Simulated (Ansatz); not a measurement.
HfO2 (tetragonal-ZrO2 type, space group P4_2/nmc)

```
CELL_PARAMETERS angstrom
      3.56707     0.00000     0.00000
      0.00000     3.56707     0.00000
      0.00000     0.00000     5.16595
ATOMIC_POSITIONS crystal
  Hf 0.00000 0.00000 0.00000
  Hf 0.50000 0.50000 0.50000
  O  0.00000 0.50000 0.20010
  O  0.00000 0.50000 0.70010
  O  0.50000 0.00000 0.29990
  O  0.50000 0.00000 0.79990
```

In each cell atom 6 (O, nearest neighbour Hf at 2.061 Å; its periodic images, 3.6 Å or more away, move with it) moves by s·(0.707, 0.707, 0.000) (along Cartesian [110]), the rest being held.

All values below come from PBEsol (plane waves to 420 eV, PAW, scalar-relativistic; Ansatz, a first-principles code). k mesh 8×8×5 (Γ-centred), Fermi-Dirac smearing 0.05 eV. E stands for the smeared free energy. Left out: 4 of 11 points, with atoms too close for the PAW data. HfO2 is run without spin polarisation. HfO2 was relaxed with its symmetry unable to fall. Spin-orbit coupling is left out, though Hf is heavy. This is a high-temperature form of HfO2. The zero of ΔE is the undisplaced structure.

The scan covers s from -0.372 to 0.372 Å in 7 points.

### Question
Is the energy the same for equal positive and negative displacements?

### Answer
Even: the same for both signs. With its periodic images moving along, the atom's site symmetry in this cell is mm2.

### Question
What is the force constant k = d²E/ds² of this move at s = 0?

### Answer
12.2 eV/Å².

(A displaced cell: forces are minus the slopes of the energy, force constants its curvatures, and phonons follow from these.)
